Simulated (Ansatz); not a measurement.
MoS$_{2}$ (2H-MoS2 type, space group P6_3/mmc)

```yaml
crystal:
  lattice:
    - [3.10893, 0.00000, 0.00000]
    - [-1.55447, 2.69241, 0.00000]
    - [0.00000, 0.00000, 11.70793]
  atoms:
    - { symbol: Mo, position: [0.33333, 0.66667, 0.25000] }
    - { symbol: Mo, position: [0.66667, 0.33333, 0.75000] }
    - { symbol: S, position: [0.33333, 0.66667, 0.61648] }
    - { symbol: S, position: [0.66667, 0.33333, 0.11648] }
    - { symbol: S, position: [0.66667, 0.33333, 0.38352] }
    - { symbol: S, position: [0.33333, 0.66667, 0.88352] }
```

In this cell atom 3 (S, nearest neighbour Mo at 2.380 Å; its periodic images, 3.1 Å or more away, move with it) is moved by u·(0.707, 0.707, 0.000) + v·(0.000, 0.000, 1.000); the rest is frozen.

All values below come from PBEsol-D3(BJ) (plane waves to 420 eV, PAW, scalar-relativistic; Ansatz, a quantum-chemistry and plane-wave program). k mesh 10×10×3 (Γ-centred), Fermi-Dirac smearing 0.05 eV. Energies are smeared free energies. Points where atoms come too close for the PAW data are left out (x in tables, blank in figures). As the smearing reaches across the gap at some points, energies and forces of such displacements shift with the k mesh and the smearing. MoS2 is run without spin polarisation. MoS2 was relaxed with its symmetry unable to fall. The zero of ΔE is the undisplaced structure. Axes are in Å.

### Question
Estimate the ΔE (eV/cell) for all points of the grid u = -0.360, -0.180, 0.000, 0.180, 0.360 by v = -0.360, -0.180, 0.000, 0.180, 0.360.

### Answer
ΔE (eV/cell), with u across and v down:

```tsv
v \ u	-0.360	-0.180	0.000	0.180	0.360
-0.360	1.163	0.955	0.886	0.952	1.136
-0.180	0.717	0.371	0.258	0.362	0.649
0.000	0.733	0.177	0.000	0.159	0.590
0.180	1.484	0.610	0.338	0.574	1.201
0.360	x	1.884	1.477	1.817	2.697
```

(For displaced atoms, the force is minus the slope of the energy, and its curvature is a force constant, which sets phonon frequencies.)
